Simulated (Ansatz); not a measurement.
ZrO2 (baddeleyite type, space group P2_1/c)

```
ZrO2
1.0
    5.18987     0.00000     0.00000
    0.00000     5.24188     0.00000
   -0.90466     0.00000     5.30184
Zr O
4 8
Direct
  0.27576   0.04379   0.21002
  0.72424   0.54379   0.28998
  0.72424   0.95621   0.78998
  0.27576   0.45621   0.71002
  0.06497   0.32630   0.35005
  0.93503   0.82630   0.14995
  0.93503   0.67370   0.64995
  0.06497   0.17370   0.85005
  0.45100   0.75674   0.47552
  0.54900   0.25674   0.02448
  0.54900   0.24326   0.52448
  0.45100   0.74326   0.97552
```

The slice is a (100) plane (indices of the conventional cell) through the point (0.549, 0.243, 0.524) (fractional), spanned by u = [010] and v = [001] in vectors of this cell: u (5.24 Å) and v (5.38 Å, at 90° to u). It covers one period; positions are fractions (u, v).

All values below come from PBE (plane waves to 420 eV, PAW, scalar-relativistic; Ansatz, an electronic-structure program). k mesh 5×5×5. Inside the PAW spheres the values are not all-electron values, and peaks at nuclei hang on which shells count as valence. ZrO2 is run without spin polarisation. ZrO2 was relaxed with its symmetry unable to fall.

### Question
Sketch the valence electron density on this plane as a map.

### Answer
```
|9997643212234677876543222346799|
|9987543212234677776543212245789|
|8776432222334567766543211234577|
|6654432222334556655432111123456|
|4443322333344445544322100122344|
|3332223344444444333221000012233|
|2222223445544333222110000001122|
|1111223455544322211100000001111|
|2222223455544322111000000001112|
|3333233444444322111000000011223|
|4444333344443332221100000112344|
|6655433333333333332210000123456|
|7776543222333444443321001234567|
|9987643222234556554322111235678|
|9998653222334567665432111245789|
|9998753222345677776542211245789|
|9998653222345677776543212245789|
|9987643212245677776543212235678|
|7776542111234567766543222234567|
|6655432111234456655443322233456|
|4443321101123444544443333223344|
|3332211000112333444444443322223|
|2221110000011222333444544322222|
|1111100000000112223445554332211|
|2221110000000011123345554332222|
|3332210000000111223344444332333|
|4443221000001122233334443333344|
|6654322100011233333333333334556|
|8776432100112344444433222335677|
|9987542111123455655433222345789|
|9997643211234566766543222346799|
|9998643211234567776543222346899|
```
Scale: ten equal steps from -1.18 (start of '0') to 0.89 (end of '9'), in the order '0123456789'. Values: log₁₀ of the valence density in e/Å³. The map has 31 points along u (one character each, u = 0 at the left) and 32 along v (v = 0 in the bottom row). The scale is logarithmic, as a density can span decades between atoms and voids.
